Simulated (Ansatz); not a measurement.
# Profile along the Pd–Pd line in Pd (fcc, Cu type)

Pd (fcc, Cu type), conventional cell a = b = c = 3.9114 Å, α = β = γ = 90.00°. The calculation uses the primitive cell of 1 atom, to which meshes and values per cell refer.

Fields along a shortest Pd–Pd line of a {100} plane (2.77 Å), from Pd to Pd, interpolated on the slice's grid (step about 0.1 Å). The numbers are results of r2SCAN (plane waves to 500 eV, PAW, scalar-relativistic; Ansatz, a program for electronic structure), not measurements. k mesh 20×20×20. Inside the PAW spheres the values are not all-electron values, and peaks at nuclei hang on which shells count as valence. Pd is run without spin polarisation. Pd was relaxed with its symmetry unable to fall. The PAW data are Ansatz's earlier set.

| distance from Pd (Å) | valence electron density (e/Å³) | electron localisation function |
|---|---|---|
| 0.00 | 17.04 | x |
| 0.14 | 16.14 | x |
| 0.28 | 13.68 | x |
| 0.42 | 10.27 | x |
| 0.55 | 6.62 | 0.41 |
| 0.69 | 3.55 | 0.45 |
| 0.83 | 1.62 | 0.41 |
| 0.97 | 0.77 | 0.31 |
| 1.11 | 0.45 | 0.22 |
| 1.25 | 0.32 | 0.19 |
| 1.39 | 0.29 | 0.19 |
| 1.52 | 0.32 | 0.19 |
| 1.66 | 0.45 | 0.22 |
| 1.80 | 0.77 | 0.31 |
| 1.94 | 1.62 | 0.41 |
| 2.08 | 3.55 | 0.45 |
| 2.22 | 6.62 | 0.41 |
| 2.35 | 10.27 | x |
| 2.49 | 13.68 | x |
| 2.63 | 16.14 | x |
| 2.77 | 17.04 | x |

x: too close to a nucleus for the ELF to mean much.

Density on the Pd–Pd line (2.77 Å) at its midpoint: 0.29 e/Å³. ELF at that point: 0.19.
